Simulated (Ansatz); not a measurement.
**FeCO3, a database entry at a rescaled volume**

```
Fe C O
1.0
     2.19644    1.26812    4.23318
    -2.19644    1.26812    4.23318
     0.00000   -2.53623    4.23318
Fe C O
2 2 6
Direct
  0.00000 0.00000 0.00000
  0.50000 0.50000 0.50000
  0.25000 0.25000 0.25000
  0.75000 0.75000 0.75000
  0.53900 0.96100 0.25000
  0.25000 0.53900 0.96100
  0.96100 0.25000 0.53900
  0.46100 0.03900 0.75000
  0.75000 0.46100 0.03900
  0.03900 0.75000 0.46100
```

The numbers come from plane-wave PAW DFT (Ansatz): r2SCAN, no spin polarisation, 500 eV, 7×7×7 Γ-centred k points, fermi-dirac occupations (width 0.1 eV). Nothing was relaxed.

- Electronic structure: The gap is 1.44 eV, indirect (the least direct gap found is 1.59 eV).
- Forces: The largest is on O5 (and as large on other atoms): 0.12 eV/Å, components (0.12, 0.00, 0.00). It makes 180° with the line to a nearest neighbour, C3 at 1.27 Å, pointing away from it.
- Formation energy: -1.10 eV an atom against the elements' usual phases (free molecules for gases, crystals otherwise, with no correction for O₂ or N₂), so it is bound against them; other compounds may still compete. Relaxing would lower it.
- Charges: Bader charges in e: Fe +1.35, C +2.38, O -1.24. In the mean C gives up most and O takes most.

Origin: a database entry at a rescaled volume. Caveats: no spin polarisation, so a magnetic state may lie lower; atoms or cell far from equilibrium.
